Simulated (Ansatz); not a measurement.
BeS:
```xyz
2
Lattice="0.0000 2.3981 2.3981 2.3981 0.0000 2.3981 2.3981 2.3981 0.0000" Properties=species:S:1:pos:R:3 pbc="T T T"
S      3.5972     3.5972     3.5972
Be     0.0000     0.0000     0.0000
```

Tensor components refer to the Cartesian frame of this cell.

**Question.** Give the proper piezoelectric stress tensor with relaxed ions from plane-wave PAW LDA (Ansatz code).

**Answer.** In C/m², rows x, y, z, Voigt columns; mesh uncertainty up to 0.00.
```
0.00  0.00  0.00  0.15  0.00  0.00
0.00  0.00  0.00  0.00  0.15  0.00
0.00  0.00  0.00  0.00  0.00  0.15
```

The elastic tensor of the same run (GPa):

```json
[
 {"": "1", "1": "169", "2": "69.0", "3": "69.0", "4": "0.0", "5": "0.0", "6": "0.0"},
 {"": "2", "1": "69.0", "2": "169", "3": "69.0", "4": "0.0", "5": "0.0", "6": "0.0"},
 {"": "3", "1": "69.0", "2": "69.0", "3": "169", "4": "0.0", "5": "0.0", "6": "0.0"},
 {"": "4", "1": "0.0", "2": "0.0", "3": "0.0", "4": "87.0", "5": "0.0", "6": "0.0"},
 {"": "5", "1": "0.0", "2": "0.0", "3": "0.0", "4": "0.0", "5": "87.0", "6": "0.0"},
 {"": "6", "1": "0.0", "2": "0.0", "3": "0.0", "4": "0.0", "5": "0.0", "6": "87.0"}
]
```

**Question.** Convert to strain constants d = e·S.

**Answer.** In pC/N:
```
0.0  0.0  0.0  1.7  0.0  0.0
0.0  0.0  0.0  0.0  1.7  0.0
0.0  0.0  0.0  0.0  0.0  1.7
```

Space group F-43m (zinc blende). The LDA relaxation kept the symmetry of its start; phonons on a q-mesh show no instability.

Potentials: the later of the program's two PAW sets.
